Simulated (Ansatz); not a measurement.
Consider the following.

TiBr$_{2}$:
```
CELL_PARAMETERS angstrom
      3.50818     0.00000     0.00000
     -1.75409     3.03817     0.00000
      0.00000     0.00000     6.66017
ATOMIC_POSITIONS crystal
  Br 0.33333 0.66667 0.24907
  Br 0.66667 0.33333 0.75093
  Ti 0.00000 0.00000 0.00000
```

This is the r²SCAN+D4-relaxed structure.

**Question.** All from the program Ansatz at the r²SCAN+D4 level (PAW), unless another level is named. Predict the electronic character.

**Answer.** metallic (no gap).

**Question.** And the density of states at the Fermi level?

**Answer.** 1.0 states/eV per atom (mean over ±0.08 eV).

**Question.** Next, the formation energy from the elements (no fitted shifts)?

**Answer.** -1193 meV/atom.

**Question.** Give the gap with spin–orbit coupling.

**Answer.** none (metallic).

Space group P-3m1 (CdI2 type). The workflow started from an entry of the Crystallography Open Database (COD). Whether it is the stable phase at ambient conditions was not checked. Symmetry was held in the r²SCAN+D4 relaxation; its stability against distortions is not shown here. The run is not spin-polarised. The volume lies over 15 % below that of the usual cell of this phase: another minimum, or an error of the functional. The references are the lowest solids computed at this level, not always the standard phases. Spin–orbit coupling is left out wherever it is not named.

Potentials: the later of the program's two PAW sets.
